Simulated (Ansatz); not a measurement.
Consider a crystal of Li₂ScVC₆N₆ in space group Fm-3m (No. 225), with Li on 8c; Sc on 4a; V on 4b; C on 24e; N on 24e. The guess for Li₂ScVC₆N₆ was made by a generator: cyanide-bridged rock-salt net of two metals, 2 guest cations a cell.

These are results of Ansatz, DFT PBE, scalar-relativistic, plane waves, PAW, not measurements. Cutoff 420 eV, Γ-centred mesh, Gaussian smearing, collinear spin.

Energies over the elements count from the elements' standard structures at the same level (N₂ as a molecule), with no fitted energy shifts.

Problem. Which cell and coordinates does it relax to?

Solution.

Space group Fm-3m (No. 225). a = 10.959 Å, b = 10.959 Å, c = 10.959 Å, α = 90.00°, β = 90.00°, γ = 90.00°
```tsv
atom	site	symmetry	x	y	z
Li	8c	-43m	0.2500	0.7500	0.7500
Sc	4a	m-3m	0.0000	0.0000	0.0000
V	4b	m-3m	0.5000	0.0000	0.0000
C	24e	4m.m	0.2088	0.0000	0.0000
N	24e	4m.m	0.3166	0.0000	0.0000
```

Li is surrounded by 12 C at 3.90 Å and 12 N at 3.94 Å (long against covalent radii, as for large ions); Sc has 6 C at 2.29 Å; V is surrounded by 6 N at 2.01 Å; C is surrounded by 1 N at 1.18 Å, 1 Sc at 2.29 Å, 1 V at 3.19 Å, 4 C at 3.24 Å, 4 N at 3.77 Å and 4 Li at 3.90 Å; around N lie 1 C at 1.18 Å, 1 V at 2.01 Å, 4 N at 2.84 Å, 1 Sc at 3.47 Å, 4 C at 3.77 Å and 4 Li at 3.94 Å. Another local minimum with the same sites may exist.

Problem. And its energy and gap?

Solution. The formation energy is +0.06 eV/atom, the gap on the 6×6×6 mesh of the 16-atom cell is 0 eV (a metal) and the net moment per atom is 0.12 μB. The moment by site is V 1.4 μB. A positive value: parting into the elements would lower its energy.

The last run used collinear spin and Gaussian smearing of 0.10 eV. In such compounds of V a zero gap at this level may well be an artefact, since no Hubbard U is applied. The reference form of C is held partly by dispersion forces, which this level lacks. The magnetic state reached may not be the lowest. Symmetry constrained the relaxation, so the result can be a saddle point. Site moments count only spheres around the atoms; the net moment includes the space between them.
